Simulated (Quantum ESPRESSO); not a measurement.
## In2Mo4HfLi (input and log of a self-consistent run)

Computed values, not a measurement. The program is pw.x of Quantum ESPRESSO 7.5 (plane-wave density functional theory). The cell is made up: eight metal atoms on a hexagonal close-packed lattice, with elements, volume, strain and displacements drawn at random and not relaxed, so it may be unstable or far from any real phase. PseudoDojo standard norm-conserving files set the functional (PBE unless stated); there is no spin polarisation or spin-orbit coupling, the Fermi-Dirac width of 0.25 eV means electrons at about 2900 K, and the masses in the input are unused placeholders. Heavy elements are run without spin-orbit coupling, which real alloys of them have. A spin test at this wide smearing found no moment, but such smearing suppresses magnetism that the real alloy may have.

Input:

```
&control calculation='scf', pseudo_dir='./dojo.nc.sr.pbe.v0_5.standard.upf', outdir='./o', disk_io='minimal', tprnfor=.true., tstress=.true. /
&system ibrav=0, nat=8, ntyp=4, nbnd=63, ecutwfc=79.96652505, nosym=.true., tot_charge=0,
 occupations='smearing', smearing='fd', degauss=0.0183746611
/
&electrons conv_thr=1.470e-08, electron_maxstep=70, mixing_beta=0.5 /
ATOMIC_SPECIES
Hf 1.0 Hf.upf
In 1.0 In.upf
Li 1.0 Li.upf
Mo 1.0 Mo.upf
CELL_PARAMETERS angstrom
-2.9704 0.0 0.0
0.0 0.0 -4.8672
0.0 -10.2897 0.0
ATOMIC_POSITIONS angstrom
In -0.1122 0.0479 -0.0055
Mo 0.0928 -5.1367 -0.2307
Mo -0.0332 -3.4327 -2.3814
Mo -0.0142 -8.6709 -2.493
Hf -1.3393 -2.6513 -0.0236
In -1.5266 -7.704 -0.0511
Li -1.6434 -0.925 -2.6507
Mo -1.599 -6.0543 -2.5301
K_POINTS automatic
8 5 3 1 1 1
```

The log is shortened where brackets say so; the opening notice, blank lines, dates and the lines on written files are dropped, and the path of the files is cut. It prints rydbergs, bohrs and kilobars, and counts compression as positive stress. Its total energy is the free energy E - TS of the whole cell.

```
     Program PWSCF v.7.5
     Parallel version (MPI & OpenMP), running on       4 processor cores
     Number of MPI processes:                 4
     Threads/MPI process:                     1
     [start-up lines left out]
     bravais-lattice index     =            0
     lattice parameter (alat)  =       5.6132  a.u.
     unit-cell volume          =    1003.9069 (a.u.)^3
     number of atoms/cell      =            8
     number of atomic types    =            4
     number of electrons       =        97.00
     number of Kohn-Sham states=           63
     kinetic-energy cutoff     =      79.9665  Ry
     charge density cutoff     =     319.8661  Ry
     scf convergence threshold =      1.5E-08
     mixing beta               =       0.5000
     number of iterations used =            8  plain     mixing
     Exchange-correlation= PBE
                           (   1   4   3   4   0   0   0)
     [axes and pseudopotential details left out]
   Cartesian axes
     site n.     atom                  positions (alat units)
         1        In     tau(   1) = (  -0.0377727   0.0161258  -0.0018516  )
         2        Mo     tau(   2) = (   0.0312416  -1.7292957  -0.0776663  )
         3        Mo     tau(   3) = (  -0.0111769  -1.1556356  -0.8017102  )
         4        Mo     tau(   4) = (  -0.0047805  -2.9191018  -0.8392809  )
         5        Hf     tau(   5) = (  -0.4508820  -0.8925734  -0.0079451  )
         6        In     tau(   6) = (  -0.5139375  -2.5935901  -0.0172031  )
         7        Li     tau(   7) = (  -0.5532588  -0.3114059  -0.8923714  )
         8        Mo     tau(   8) = (  -0.5383113  -2.0382103  -0.8517708  )
     number of k points=    60  Fermi-Dirac smearing, width (Ry)=  0.0184
                       cart. coord. in units 2pi/alat
        k(    1) = (  -0.0625000  -0.0481128  -0.0610289), wk =   0.0333333
        k(    2) = (  -0.0625000   0.1443385  -0.0610289), wk =   0.0333333
     [further k points left out]
     Dense  grid:    96901 G-vectors     FFT dimensions: (  32,  54, 120)
     Estimated max dynamical RAM per process >     338.51 MB
     Estimated total dynamical RAM >       1.25 GB
     Initial potential from superposition of free atoms
     starting charge      96.9801, renormalised to      97.0000
     Starting wfcs are   70 randomized atomic wfcs
     total cpu time spent up to now is        7.6 secs
     per-process dynamical memory:   261.5 Mb
     Self-consistent Calculation
     iteration #  1     ecut=    79.97 Ry     beta= 0.50
     Davidson diagonalization with overlap
     ethr =  1.00E-02,  avg # of iterations =  3.0
     total cpu time spent up to now is       22.8 secs
     total energy              =    -953.90742862 Ry
     estimated scf accuracy    <       2.08294707 Ry
     iteration #  2     ecut=    79.97 Ry     beta= 0.50
     Davidson diagonalization with overlap
     ethr =  2.15E-03,  avg # of iterations =  7.0
     total cpu time spent up to now is       43.0 secs
     total energy              =    -951.38434086 Ry
     estimated scf accuracy    <      87.88970252 Ry
     iteration #  3     ecut=    79.97 Ry     beta= 0.50
     Davidson diagonalization with overlap
     ethr =  2.15E-03,  avg # of iterations =  6.4
     total cpu time spent up to now is       63.4 secs
     total energy              =    -954.45371166 Ry
     estimated scf accuracy    <       7.87104352 Ry
     iteration #  4     ecut=    79.97 Ry     beta= 0.50
     Davidson diagonalization with overlap
     ethr =  2.15E-03,  avg # of iterations =  2.0
     total cpu time spent up to now is       77.3 secs
     total energy              =    -954.70149155 Ry
     estimated scf accuracy    <       8.95886556 Ry
     iteration #  5     ecut=    79.97 Ry     beta= 0.50
     Davidson diagonalization with overlap
     ethr =  2.15E-03,  avg # of iterations =  1.2
     total cpu time spent up to now is       89.9 secs
     total energy              =    -955.02150988 Ry
     estimated scf accuracy    <       0.41619723 Ry
     [iterations 6 to 13 left out]
     iteration # 14     ecut=    79.97 Ry     beta= 0.50
     Davidson diagonalization with overlap
     ethr =  2.62E-09,  avg # of iterations =  3.3
     total cpu time spent up to now is      210.3 secs
     total energy              =    -955.06714881 Ry
     estimated scf accuracy    <       0.00000049 Ry
     iteration # 15     ecut=    79.97 Ry     beta= 0.50
     Davidson diagonalization with overlap
     ethr =  5.01E-10,  avg # of iterations =  3.8
     total cpu time spent up to now is      224.0 secs
     total energy              =    -955.06714882 Ry
     estimated scf accuracy    <       0.00000307 Ry
     iteration # 16     ecut=    79.97 Ry     beta= 0.50
     Davidson diagonalization with overlap
     ethr =  5.01E-10,  avg # of iterations =  1.3
     total cpu time spent up to now is      235.6 secs
     total energy              =    -955.06714891 Ry
     estimated scf accuracy    <       0.00000004 Ry
     iteration # 17     ecut=    79.97 Ry     beta= 0.50
     Davidson diagonalization with overlap
     ethr =  3.65E-11,  avg # of iterations =  4.1
     total cpu time spent up to now is      251.8 secs
     total energy              =    -955.06714890 Ry
     estimated scf accuracy    <       0.00000028 Ry
     iteration # 18     ecut=    79.97 Ry     beta= 0.50
     Davidson diagonalization with overlap
     ethr =  3.65E-11,  avg # of iterations =  2.0
     total cpu time spent up to now is      264.5 secs
     End of self-consistent calculation
     [lines on levels left out]
!    total energy              =    -955.06714892 Ry
     estimated scf accuracy    <          2.8E-09 Ry
     smearing contrib. (-TS)   =      -0.12836415 Ry
     internal energy E=F+TS    =    -954.93878477 Ry
     The total energy is F=E-TS. E is the sum of the following terms:
     one-electron contribution =    -274.00326642 Ry
     hartree contribution      =     190.26592569 Ry
     xc contribution           =    -194.33951863 Ry
     ewald contribution        =    -676.86192541 Ry
     convergence has been achieved in  18 iterations
     Forces acting on atoms (cartesian axes, Ry/au):
     atom    1 type  2   force =     0.00889444   -0.02033490   -0.01942916
     atom    2 type  4   force =     0.00050466    0.01274670    0.00106173
     atom    3 type  4   force =     0.00636049   -0.06251333   -0.01035303
     atom    4 type  4   force =    -0.00039825    0.05941705    0.00878366
     atom    5 type  1   force =    -0.01559380   -0.02780612    0.00958965
     atom    6 type  2   force =     0.00541096    0.01799403   -0.00513477
     atom    7 type  3   force =     0.00074739    0.00945295    0.02349150
     atom    8 type  4   force =    -0.00592589    0.01104362   -0.00800959
     Total force =     0.105109     Total SCF correction =     0.000224
     Computing stress (Cartesian axis) and pressure
          total   stress  (Ry/bohr**3)                   (kbar)     P=      -34.74
  -0.00030463  -0.00005174   0.00002462          -44.81       -7.61        3.62
  -0.00005174   0.00003319   0.00014319           -7.61        4.88       21.06
   0.00002462   0.00014319  -0.00043713            3.62       21.06      -64.30
     init_run     :      7.06s CPU      7.32s WALL (       1 calls)
     electrons    :    254.58s CPU    256.91s WALL (       1 calls)
     forces       :      1.75s CPU      1.77s WALL (       1 calls)
     stress       :      6.08s CPU      6.09s WALL (       1 calls)
     [timing details left out]
     PWSCF        :   4m29.75s CPU   4m32.39s WALL
     JOB DONE.
```

In other units: free energy -12994.351 eV for the cell, pressure -3.47 GPa, largest force component 1.607 eV/Å in size. The run took 274 s of wall time with four MPI processes on a shared machine (Intel Xeon, 2023 or later, virtual cores), so the time is rough. A rerun of this cell at a higher cutoff and on a denser mesh moved values by no more than 0.007 eV in energy, 0.10 GPa in stress and 0.008 eV/Å in force, and a second program with other atomic files agreed on that cell to 2 % rms in force and 0.5 GPa in pressure.